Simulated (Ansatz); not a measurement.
Input and command of a calculation in Ansatz (plane waves; scalar-relativistic PAW potentials unless the input names others):

```yaml
crystal:
  lattice:
    - [5.645743449, 0.0, 0.0]
    - [0.0, 6.4638354508, 0.0]
    - [0.0, 0.0, 4.0916343725]
  atoms:
    - { symbol: Hg, position: [0.2219179866, 0.3615562638, 0.0] }
    - { symbol: Hg, position: [0.7780820134, 0.6384437362, 0.0] }
    - { symbol: Hg, position: [0.7219179866, 0.1384437362, 0.5] }
    - { symbol: Hg, position: [0.2780820134, 0.8615562638, 0.5] }
    - { symbol: P, position: [0.0, 0.0, 0.0] }
    - { symbol: P, position: [0.5, 0.5, 0.5] }
basis:
  ecutwfc: 420
  xc_grid: 1
kpoints:
  mp_grid: { grid: [8, 6, 10] }
hamiltonian:
  xc: pbe
scf:
  occupations: { method: gaussian, width: 0.1 }
  n_extra_bands: 1
  algorithm: direct_min
output:
  forces: true
  eigenvalues: true
  stress: true
```

```bash
ansatz run input.yaml --threads 1 --pin off --max-ram 2560MiB --backend cpu --events-out ev --progress --plain --runs-dir out
```

Abridged log:
```
Basis set: ecut = 420 eV, 2935 PW (Γ)
Bands: 46, of which v1, the nominal top of the filled ones, is band 45 counted from 1 (44 counted from 0)
Symmetry: 8 space group operations
k-points: 120 of 480
SCF iter   1: F=—  HF=-56763.725493 eV  |F-HF|=—  |Δ(HF+E_count)|=         —  Δρ=1.78e-3  dr2=4.27e-3  ethr=1.77e-3  ⟨swp⟩=5.7  Hψ=21138  notcnv=0
SCF iter   2: F=—  HF=-56763.728101 eV  |F-HF|=—  |Δ(HF+E_count)|=   2.61e-3  Δρ=1.02e-3  dr2=2.31e-3  ethr=4.74e-6  ⟨swp⟩=4.3  Hψ=16852  notcnv=0
SCF iter   3: F=—  HF=-56763.727294 eV  |F-HF|=—  |Δ(HF+E_count)|=   8.07e-4  Δρ=1.64e-4  dr2=4.49e-5  ethr=3.83e-8  ⟨swp⟩=4.3  Hψ=27243  notcnv=0
SCF iter   4: F=—  HF=-56763.727280 eV  |F-HF|=—  |Δ(HF+E_count)|=   1.37e-5  Δρ=2.39e-5  dr2=1.80e-6  ethr=3.10e-8  ⟨swp⟩=3.0  Hψ=11868  notcnv=0
SCF iter   5: F=-56763.727280 eV  HF=-56763.727280 eV  |F-HF|=2.41e-8  |Δ(HF+E_count)|=   5.46e-7  Δρ=3.68e-6  dr2=3.30e-8  ethr=1.24e-9  ⟨swp⟩=3.4  Hψ=12137  notcnv=0
SCF 1 converged in 5 iterations: F = -56763.727280 eV  dr2 = 3.30e-8
  Residual-converged pass: ⟨swp⟩=4.6  Hψ=16650  notcnv=0  max |occ|·‖R‖ = 6.5e-6 eV (tolerance 6.7e-6 eV) dr2=3.94e-8  dr2_onsite=1.23e-9  max |Δocc| = 6.9e-9
SCF converged after 5 iterations
Stability not checked: this state was not tested for a lower state beside it, because a direct minimisation reached the state, and no test of it is asked (direct_minimisation; see scf.lower_state_search)
Free energy (F): -56763.727280 eV
Harris-Foulkes:  -56763.727280 eV  (|F-HF|=2.41e-8)
Internal energy: -56763.717557 eV  (E = F + TS)
E sigma→0 (E₀):  -56763.722418 eV
Entropy (-TS):   -0.009723 eV (-1.620 meV/atom)
Fermi energy:    10.721536 eV
--- Forces (eV/Å), atoms counted from 1 ---
  atom   1  Hg     0.00096757     0.00108755     0.00000000
  atom   2  Hg    -0.00096757    -0.00108755     0.00000000
  atom   3  Hg     0.00096757    -0.00108755     0.00000000
  atom   4  Hg    -0.00096757     0.00108755     0.00000000
  atom   5  P      0.00000000     0.00000000     0.00000000
  atom   6  P      0.00000000     0.00000000     0.00000000
--- Stress (GPa, compression-positive) ---
       -0.012960       0.000000       0.000000
        0.000000       0.022577       0.000000
        0.000000       0.000000      -0.000582
  P = ⅓ Tr σ = 0.0030 GPa (0.030 kbar)
```

Apart from outputs and the relaxation, which only the reference makes, the input differs from a reference run on usual settings in scf.n_extra_bands: not typed → 1; basis.xc_grid: not typed → 1; scf.algorithm: not typed → "direct_min". The reference, at the same geometry, ended its own course with pressure 0.00 GPa, largest force 0.001 eV/Å, no gap on the mesh. This run converged in 5 SCF iterations with an energy at zero smearing within 0.01 meV/atom of the reference's, pressure 0.00 GPa, largest force 0.001 eV/Å, no gap on the mesh.

Time: 4.6 min on 1 thread of Arm Neoverse N1, with other jobs on the host, peak memory 1.9 GiB.